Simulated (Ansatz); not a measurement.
Values for one crystal, relaxed and computed with r²SCAN (plane waves, PAW; program Ansatz); other levels are named.

- Volume per atom = 14.88 Å³
- Electronic character = metallic (no gap)
- Formation energy from the elements (no fitted shifts) = -0.68 eV/atom
- Density of states at the Fermi level = 0.19 states/eV per atom (mean over ±0.08 eV)

Question: Which compound is it?
A. Ca2Ga7Ag, P-4m2 (Pearson symbol tP10)
B. EuGa2, Imma (Eu on 4e, Ga on 8h)
C. EuGa2, P6/mmm (Eu on 1a, Ga on 2d)
D. GaPt, P2_13 (Ga on 4a, Pt on 4a)

Answer: D, GaPt, P2_13 (Ga on 4a, Pt on 4a)

The first step of the workflow began from a Materials Project structure, measured or hypothetical; the Crystallography Open Database copy checked does not list it. With Ga and Pt taken as one species the cell has the higher symmetry Pa-3, so it may be an ordered model of a mixed-site phase. Whether it is the stable phase at ambient conditions was not checked. Symmetry was held in the r²SCAN relaxation; its stability against distortions is not shown here. The run is not spin-polarised. The references are the lowest solids computed at this level, not always the standard phases. Spin–orbit coupling is left out wherever it is not named.

Potentials: the later of the program's two PAW sets.
